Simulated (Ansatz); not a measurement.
Mg2Al3CrS8 — coordination and ³³S quadrupole coupling

Cell: a computed structure from the Materials Project (it need not be an observed phase), atoms as given.

```cif
data_Mg2Al3CrS8
_symmetry_space_group_name_H-M 'R-3m:H'
_symmetry_Int_Tables_number 166
_cell_length_a 7.2177
_cell_length_b 7.2177
_cell_length_c 17.7781
_cell_angle_alpha 90.000
_cell_angle_beta 90.000
_cell_angle_gamma 120.000
loop_
_atom_site_label
_atom_site_type_symbol
_atom_site_symmetry_multiplicity
_atom_site_Wyckoff_symbol
_atom_site_fract_x
_atom_site_fract_y
_atom_site_fract_z
Mg Mg 6 c 0.0000 0.0000 0.8745
Al Al 9 e 0.6667 0.8333 0.3333
Cr Cr 3 b 0.0000 0.0000 0.5000
S7 S 18 h 0.7001 0.8500 0.5873
S9 S 6 c 0.0000 0.0000 0.2618
```

One atom of each set is listed; the run and its k-mesh use a cell of 14 atoms with edges of 7.24, 7.24, 7.24 Å.

Computed with Ansatz: DFT, PBE+U (U = 3.5 eV on Cr d), plane waves and PAW, scalar-relativistic, collinear spin, 420 eV cutoff, Γ-centred 5×5×5 k-points, Fermi–Dirac smearing 0.02 eV. Start moments as typed (μB): 3 on each Cr, none on the rest.

Q(³³S) = -69.40 mb.

(1) Rank these S sites by |C_Q|, smallest first.
A. S9: 1 Mg at 2.42 Å, 3 Al at 2.44 Å
B. S7: 1 Cr at 2.43 Å, 1 Mg at 2.43 Å, 2 Al at 2.44 Å

## Answers

(1) A (2.06 MHz, η = 0.00), B (2.88 MHz, η = 0.92).

An axis of threefold or higher order runs through S9, so V_zz lies along it and η is zero. Like point charges on the first shell alone (each adding as 1/d³) would put S9 above S7: the kind of neighbour, the covalent part of each bond and the atoms beyond the first shell count as well.

All moments are parallel here, as the start or the cell imposes; many such compounds order antiparallel, where fields and spin densities carried over to other atoms largely cancel. The magnetic order is the one that the run reached from its start moments, not necessarily the measured one.
